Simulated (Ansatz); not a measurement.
# RbIn6Au4 squeezed and stretched

A database entry relaxed whole under r2SCAN (P-6m2):

```xyz
11
Lattice="8.1765 0.0000 0.0000 -4.0883 7.0811 0.0000 0.0000 0.0000 4.4870" Properties=species:S:1:pos:R:3 pbc="T T T"
Rb    0.0000    0.0000    0.0000
In   -1.6665    5.6829    2.2435
In    1.6665    5.6829    2.2435
In    0.0000    2.7963    2.2435
In    2.4707    3.2943    0.0000
In    5.7058    3.2943    0.0000
In    4.0883    0.4925    0.0000
Au    0.0000    4.7207    0.0000
Au    5.6605    1.4526    2.2435
Au    2.5160    1.4526    2.2435
Au    4.0883    4.1758    2.2435
```

The cell was scaled uniformly, its shape held, and the atoms relaxed at each volume with plane-wave PAW DFT (Ansatz 0.2.0; r2SCAN, 500 eV, 5×5×8 Γ-centred mesh, fermi-dirac occupations of width 0.100 eV; no spin, no spin-orbit coupling). One row is withheld.

```csv
volume (Å³/atom),energy over the lowest (meV/atom),pressure (GPa)
22.200,19.5,4.73
22.672,8.3,2.95
23.145,2.0,1.39
23.617,0.0,0.02
24.089,1.8,-1.15
24.562,?,?
25.034,14.6,-3.08
```

Task: Fit the pressures of the other rows to the third-order Birch-Murnaghan form.

Result: With f = [(V₀/V)^(2/3) − 1]/2 and P = 3B₀f(1 + 2f)^(5/2)[1 + 3(B₀′ − 4)f/2], least squares gives V₀ = 23.63 Å³ an atom, B₀ = 63.2 GPa and B₀′ = 5.9; the rows miss the fit by less than 0.01 GPa. The slope of the energies differs from these pressures by less than 0.05 GPa.

Task: What does the withheld row hold?

Result: The fit gives -2.18 GPa at 24.562 Å³; the run gave -2.19 GPa and 6.8 meV an atom.

Caveats: the shape of the cell was held, so B₀ is an upper bound where the axes differ in stiffness; 0 K, fixed nuclei; the symmetry was kept, and this need not be the phase that is stable at 0 K; one mesh for all volumes; every run is gapless at this level; pressure is positive in compression.
